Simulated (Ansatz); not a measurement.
C in space group Pn-3m (No. 224; C on 24j), plane-wave PAW r²SCAN (Ansatz code). The conduction-band minimum lies on the R–M line, 49 % of the way from R, with 6 equivalent valleys. Second derivatives d²E/dk² of the lowest band at one valley (eV·Å²), along Cartesian directions:

| direction | d²E/dk² |
|---|---|
| [100] | 0.9054 |
| [010] | 13.18 |
| [001] | 13.18 |
| [110] | 7.045 |
| [101] | 7.045 |
| [011] | 13.17 |

Question: Find the principal effective masses, the density-of-states mass and the conductivity mass.

Answer: Off-diagonal terms follow from H_xy = H[110] − (H_xx + H_yy)/2, and m*/mₑ = 7.620 eV·Å² over each eigenvalue: 0.58, 0.58, 8.4. One valley's DOS mass (m₁m₂m₃)^(1/3) = 1.4, conductivity mass 3/(Σ 1/mᵢ) = 0.84 mₑ.

Question: What effective density of states Nc follows at 300 K for parabolic valleys?

Answer: Nc = 2.509e19 × 6 × (1.4)^(3/2) ≈ 2.5e20 cm⁻³.

The start of the workflow was typed in or built on a structure type; neither database checked (COD, Materials Project) lists it. It is not the phase usual at ambient conditions (space group No. 194, 227). The r²SCAN relaxation kept the symmetry of its start; whether a distortion lowers the energy is not shown.

Potentials: the later of the program's two PAW sets.

Edges and masses are those of Kohn–Sham bands, whose gap is no quasiparticle gap.
